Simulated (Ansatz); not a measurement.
ScCuO2 in space group R-3m (No. 166; Sc on 3b, Cu on 3a, O on 6c), plane-wave PAW r²SCAN (Ansatz code). The conduction-band minimum lies at L, with 3 equivalent valleys. Second derivatives d²E/dk² of the lowest band at one valley (eV·Å²), along Cartesian directions:

| direction | d²E/dk² |
|---|---|
| [100] | 7.826 |
| [010] | 15.91 |
| [001] | 9.557 |
| [110] | 11.87 |
| [101] | 8.692 |
| [011] | 4.470 |

Problem. Find the principal effective masses, the density-of-states mass and the conductivity mass.

Solution. Off-diagonal terms follow from H_xy = H[110] − (H_xx + H_yy)/2, and m*/mₑ = 7.620 eV·Å² over each eigenvalue: 0.35, 0.97, 2.0. One valley's DOS mass (m₁m₂m₃)^(1/3) = 0.88, conductivity mass 3/(Σ 1/mᵢ) = 0.69 mₑ.

Problem. What effective density of states Nc follows at 300 K for parabolic valleys?

Solution. Nc = 2.509e19 × 3 × (0.88)^(3/2) ≈ 6.2e19 cm⁻³.

The first step of the workflow began from a Materials Project structure, measured or hypothetical; the Crystallography Open Database files this formula in space group No. 166, but the cells were not matched. Whether it is the stable phase at ambient conditions was not checked. The cell was relaxed with r²SCAN under the symmetry of its start; its stability against distortions is not shown here. The run is not spin-polarised. No Hubbard U is applied.

Potentials: the later of the program's two PAW sets.

Edges and masses are those of Kohn–Sham bands, whose gap is no quasiparticle gap.
